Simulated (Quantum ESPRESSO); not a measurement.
# Al3ZnN3O: input and log of a self-consistent run

Computed values, not a measurement. The program is pw.x of Quantum ESPRESSO 7.5 (plane-wave density functional theory). The cell is made up: 8 atoms on a wurtzite lattice, with randomly drawn elements, strain and displacements, not relaxed. PseudoDojo standard norm-conserving files (v0.5 for PBE, v0.4.1 for LDA and PBEsol) set the functional; there is no spin polarisation, spin-orbit coupling or dispersion term, and the masses in the input are unused placeholders.

Input:

```
&control calculation='scf', pseudo_dir='./dojo.nc.sr.pbe.v0_5.standard.upf', outdir='./o', disk_io='low', tprnfor=.true., tstress=.true. /
&system ibrav=0, nat=8, ntyp=4, nbnd=35, ecutwfc=84.00895049, nosym=.true., tot_charge=0,
 occupations='smearing', smearing='fd', degauss=0.0073498644
/
&electrons conv_thr=7.350e-09, electron_maxstep=60, /
ATOMIC_SPECIES
Al 1.0 Al.upf
N 1.0 N.upf
O 1.0 O.upf
Zn 1.0 Zn.upf
CELL_PARAMETERS angstrom
3.1021 0.0 0.0
0.0 5.3729 0.0
0.0 0.0 5.0657
ATOMIC_POSITIONS angstrom
Al -0.1542 0.0193 -0.0838
Al 1.4182 2.8036 0.0226
Al 1.4833 0.8399 2.4721
Zn 0.0177 3.4749 2.6568
N 0.1137 0.0307 1.8096
N 1.6498 2.8247 1.9638
N 1.5135 0.9701 4.4117
O 0.0918 3.5382 4.5521
K_POINTS automatic
8 6 6 1 1 1
```

The log is shortened where brackets say so; the opening notice, blank lines, dates and the lines on written files are dropped, and the path of the files is cut. It prints rydbergs, bohrs and kilobars, and counts compression as positive stress.

```
     Program PWSCF v.7.5
     Parallel version (MPI & OpenMP), running on       4 processor cores
     Number of MPI processes:                 4
     Threads/MPI process:                     1
     [start-up lines left out]
     bravais-lattice index     =            0
     lattice parameter (alat)  =       5.8621  a.u.
     unit-cell volume          =     569.7714 (a.u.)^3
     number of atoms/cell      =            8
     number of atomic types    =            4
     number of electrons       =        50.00
     number of Kohn-Sham states=           35
     kinetic-energy cutoff     =      84.0090  Ry
     charge density cutoff     =     336.0358  Ry
     scf convergence threshold =      7.3E-09
     mixing beta               =       0.7000
     number of iterations used =            8  plain     mixing
     Exchange-correlation= PBE
                           (   1   4   3   4   0   0   0)
     [axes and pseudopotential details left out]
   Cartesian axes
     site n.     atom                  positions (alat units)
         1        Al     tau(   1) = (  -0.0497083   0.0062216  -0.0270140  )
         2        Al     tau(   2) = (   0.4571742   0.9037749   0.0072854  )
         3        Al     tau(   3) = (   0.4781600   0.2707521   0.7969118  )
         4        Zn     tau(   4) = (   0.0057058   1.1201767   0.8564521  )
         5        N      tau(   5) = (   0.0366526   0.0098965   0.5833468  )
         6        N      tau(   6) = (   0.5318333   0.9105767   0.6330550  )
         7        N      tau(   7) = (   0.4878953   0.3127236   1.4221656  )
         8        O      tau(   8) = (   0.0295929   1.1405822   1.4674253  )
     number of k points=   144  Fermi-Dirac smearing, width (Ry)=  0.0073
     Number of k-points >= 100: set verbosity='high' to print them.
     Dense  grid:    59359 G-vectors     FFT dimensions: (  36,  60,  60)
     Estimated max dynamical RAM per process >     219.74 MB
     Estimated total dynamical RAM >     835.47 MB
     Initial potential from superposition of free atoms
     starting charge      49.9925, renormalised to      50.0000
     Starting wfcs are   38 randomized atomic wfcs
     total cpu time spent up to now is        3.9 secs
     per-process dynamical memory:   192.7 Mb
     Self-consistent Calculation
     iteration #  1     ecut=    84.01 Ry     beta= 0.70
     Davidson diagonalization with overlap
     ethr =  1.00E-02,  avg # of iterations =  4.3
     total cpu time spent up to now is       14.1 secs
     total energy              =    -526.65359299 Ry
     estimated scf accuracy    <       2.47293239 Ry
     iteration #  2     ecut=    84.01 Ry     beta= 0.70
     Davidson diagonalization with overlap
     ethr =  4.95E-03,  avg # of iterations =  2.3
     total cpu time spent up to now is       23.1 secs
     total energy              =    -527.24847535 Ry
     estimated scf accuracy    <       2.49246427 Ry
     iteration #  3     ecut=    84.01 Ry     beta= 0.70
     Davidson diagonalization with overlap
     ethr =  4.95E-03,  avg # of iterations =  2.0
     total cpu time spent up to now is       30.9 secs
     total energy              =    -527.72624949 Ry
     estimated scf accuracy    <       0.10412873 Ry
     iteration #  4     ecut=    84.01 Ry     beta= 0.70
     Davidson diagonalization with overlap
     ethr =  2.08E-04,  avg # of iterations =  4.4
     total cpu time spent up to now is       40.1 secs
     total energy              =    -527.74728492 Ry
     estimated scf accuracy    <       0.00763689 Ry
     iteration #  5     ecut=    84.01 Ry     beta= 0.70
     Davidson diagonalization with overlap
     c_bands:  1 eigenvalues not converged
     c_bands:  1 eigenvalues not converged
     ethr =  1.53E-05,  avg # of iterations =  9.2
     total cpu time spent up to now is       51.8 secs
     total energy              =    -527.74825489 Ry
     estimated scf accuracy    <       0.00181187 Ry
     [iterations 6 to 7 left out]
     iteration #  8     ecut=    84.01 Ry     beta= 0.70
     Davidson diagonalization with overlap
     ethr =  1.01E-07,  avg # of iterations =  2.0
     total cpu time spent up to now is       76.1 secs
     total energy              =    -527.74857040 Ry
     estimated scf accuracy    <       0.00000461 Ry
     iteration #  9     ecut=    84.01 Ry     beta= 0.70
     Davidson diagonalization with overlap
     ethr =  9.23E-09,  avg # of iterations =  2.0
     total cpu time spent up to now is       84.6 secs
     total energy              =    -527.74857168 Ry
     estimated scf accuracy    <       0.00000049 Ry
     iteration # 10     ecut=    84.01 Ry     beta= 0.70
     Davidson diagonalization with overlap
     ethr =  9.86E-10,  avg # of iterations =  2.0
     total cpu time spent up to now is       93.3 secs
     total energy              =    -527.74857175 Ry
     estimated scf accuracy    <       0.00000026 Ry
     iteration # 11     ecut=    84.01 Ry     beta= 0.70
     Davidson diagonalization with overlap
     ethr =  5.25E-10,  avg # of iterations =  2.0
     total cpu time spent up to now is      101.8 secs
     total energy              =    -527.74857179 Ry
     estimated scf accuracy    <       0.00000002 Ry
     iteration # 12     ecut=    84.01 Ry     beta= 0.70
     Davidson diagonalization with overlap
     ethr =  3.64E-11,  avg # of iterations =  2.0
     total cpu time spent up to now is      111.4 secs
     End of self-consistent calculation
     Number of k-points >= 100: set verbosity='high' to print the bands.
     the Fermi energy is    10.6005 ev
!    total energy              =    -527.74857179 Ry
     estimated scf accuracy    <          4.8E-09 Ry
     smearing contrib. (-TS)   =      -0.00013210 Ry
     internal energy E=F+TS    =    -527.74843969 Ry
     The total energy is F=E-TS. E is the sum of the following terms:
     one-electron contribution =    -439.04771546 Ry
     hartree contribution      =     244.25078799 Ry
     xc contribution           =     -78.95602205 Ry
     ewald contribution        =    -253.99549017 Ry
     convergence has been achieved in  12 iterations
     Forces acting on atoms (cartesian axes, Ry/au):
     atom    1 type  1   force =     0.08522627    0.04645939    0.07817915
     atom    2 type  1   force =     0.19306711   -0.16653639    0.15398130
     atom    3 type  1   force =     0.12417461    0.09405643   -0.01436994
     atom    4 type  4   force =     0.07434108    0.06938683   -0.07353591
     atom    5 type  2   force =    -0.13508849   -0.00968918   -0.02304363
     atom    6 type  2   force =    -0.09901666   -0.14497209   -0.11042847
     atom    7 type  2   force =    -0.05079950   -0.01445107   -0.02305521
     atom    8 type  3   force =    -0.19190442    0.12574607    0.01227273
     Total force =     0.512323     Total SCF correction =     0.000233
     Computing stress (Cartesian axis) and pressure
          total   stress  (Ry/bohr**3)                   (kbar)     P=      137.82
   0.00212185  -0.00004594   0.00073059          312.13       -6.76      107.47
  -0.00004594   0.00035504  -0.00001169           -6.76       52.23       -1.72
   0.00073059  -0.00001169   0.00033384          107.47       -1.72       49.11
     init_run     :      3.64s CPU      3.81s WALL (       1 calls)
     electrons    :    106.49s CPU    107.55s WALL (       1 calls)
     forces       :      1.41s CPU      1.41s WALL (       1 calls)
     stress       :      5.66s CPU      5.67s WALL (       1 calls)
     [timing details left out]
     PWSCF        :   1m57.32s CPU   1m58.62s WALL
     JOB DONE.
```

In other units: free energy -7180.385 eV for the cell, pressure 13.78 GPa, largest force component 4.964 eV/Å. A rerun of this cell at 1437 eV and a 10 x 8 x 8 mesh moved values by no more than 0.003 eV in energy, 0.02 GPa in stress and 0.003 eV/Å in force.